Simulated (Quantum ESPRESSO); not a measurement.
pw.x input (Quantum ESPRESSO 7.5; LDA, PseudoDojo standard norm-conserving files, scalar-relativistic):

```
&CONTROL
  calculation = 'scf'
  pseudo_dir = './pseudo'
  outdir = './out'
  tprnfor = .true.
  tstress = .true.
/
&SYSTEM
  ibrav = 0
  nat = 12
  ntyp = 4
  ecutwfc = 84.0
  ecutrho = 336.0
  occupations = 'smearing'
  smearing = 'fd'
  degauss = 0.002
  nbnd = 60
/
&ELECTRONS
  conv_thr = 1.2e-09
/
ATOMIC_SPECIES
Li 6.9400 Li.upf
O 15.9990 O.upf
Zn 65.3800 Zn.upf
Sb 121.7600 Sb.upf
CELL_PARAMETERS angstrom
  2.659890000000  -4.585355000000   0.000000000000
  2.659890000000   4.585355000000   0.000000000000
 -1.828171000000   0.000000000000   4.943647000000
ATOMIC_POSITIONS crystal
Li   0.829900000000   0.170100000000   0.500000000000
Li   0.170100000000   0.829900000000   0.500000000000
Li   0.500000000000   0.500000000000   0.500000000000
O   0.078710000000   0.392530000000   0.235580000000
O   0.921290000000   0.607470000000   0.764420000000
O   0.607470000000   0.921290000000   0.764420000000
O   0.392530000000   0.078710000000   0.235580000000
O   0.235270000000   0.235270000000   0.771480000000
O   0.764730000000   0.764730000000   0.228520000000
Zn   0.666600000000   0.333400000000   0.000000000000
Zn   0.333400000000   0.666600000000   0.000000000000
Sb   0.000000000000   0.000000000000   0.000000000000
K_POINTS automatic
6 6 6 0 0 0
```

End of the output:

```

[...]
     the Fermi energy is     8.6254 ev
!    total energy              =   -1258.46221946 Ry
     estimated scf accuracy    <          1.6E-10 Ry
     smearing contrib. (-TS)   =      -0.00000000 Ry
     internal energy E=F+TS    =   -1258.46221946 Ry
     The total energy is F=E-TS. E is the sum of the following terms:
     one-electron contribution =    -860.86079045 Ry
     hartree contribution      =     472.09078907 Ry
     xc contribution           =    -192.84331556 Ry
     ewald contribution        =    -676.84890252 Ry
     convergence has been achieved in  11 iterations
     Forces acting on atoms (cartesian axes, Ry/au):
     atom    1 type  1   force =     0.00000000   -0.00173232    0.00000000
     atom    2 type  1   force =     0.00000000    0.00173232    0.00000000
     atom    3 type  1   force =     0.00000000    0.00000000    0.00000000
     atom    4 type  2   force =    -0.00086431    0.00066752   -0.01639722
     atom    5 type  2   force =     0.00086431   -0.00066752    0.01639722
     atom    6 type  2   force =     0.00086431    0.00066752    0.01639722
     atom    7 type  2   force =    -0.00086431   -0.00066752   -0.01639722
     atom    8 type  2   force =     0.00063948   -0.00000000    0.01748612
     atom    9 type  2   force =    -0.00063948    0.00000000   -0.01748612
     atom   10 type  3   force =     0.00000000    0.00113993    0.00000000
     atom   11 type  3   force =     0.00000000   -0.00113993    0.00000000
     atom   12 type  4   force =     0.00000000    0.00000000    0.00000000
     Total force =     0.041246     Total SCF correction =     0.000031
     Computing stress (Cartesian axis) and pressure
          total   stress  (Ry/bohr**3)                   (kbar)     P=     -106.57
  -0.00073533  -0.00000000  -0.00000780         -108.17       -0.00       -1.15
  -0.00000000  -0.00076156  -0.00000000           -0.00     -112.03       -0.00
  -0.00000780   0.00000000  -0.00067652           -1.15        0.00      -99.52
```
In a gapped system the printed Fermi energy is only some level inside the gap.

Spin-orbit coupling is not included.

Geometry of the Materials Project entry, not relaxed at this level.
